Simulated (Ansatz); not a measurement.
A trial cell of NbP was relaxed with PBEsol (plane waves to 420 eV, PAW, scalar-relativistic; Ansatz, a first-principles code).

Before: I4/mcm (No. 140), tI16; a = b = 6.556 Å, c = 5.723 Å, α = β = γ = 90.00°.

After relaxation:

Simulated powder pattern, neutron, λ = 1.5401 Å (kinematic, ideal powder, no thermal factors, coherent scattering alone; the 24 strongest lines at most, above 1 %, up to 2θ = 90°):

```tsv
2θ (°)	I/Imax (%)
28.96	2.4
41.42	100
51.34	1.2
60.02	27
68.00	2.3
75.55	79
```

Identify the relaxed structure from its pattern: crystal system, space group and cell.

Cubic, Pm-3m (No. 221), cP2, CsCl type; a = 3.0792 Å, b = 3.0792 Å, c = 3.0792 Å, α = 90.00°, β = 90.00°, γ = 90.00°. Sites: P 1b (0.500, 0.500, 0.500); Nb 1a (0.000, 0.000, 0.000).

Index the strongest lines.

28.96° (100), 41.42° (110), 60.02° (200), 68.00° (210), 75.55° (211).

No spin polarisation in the result.

The run could not lose the symmetry of its start, so the end can be a saddle point.

The relaxed structure here is a generated cell of NbP: the first start was made by placing the elements on the sites of a structure type, and the end was not matched to a known phase here, so it may be hypothetical.
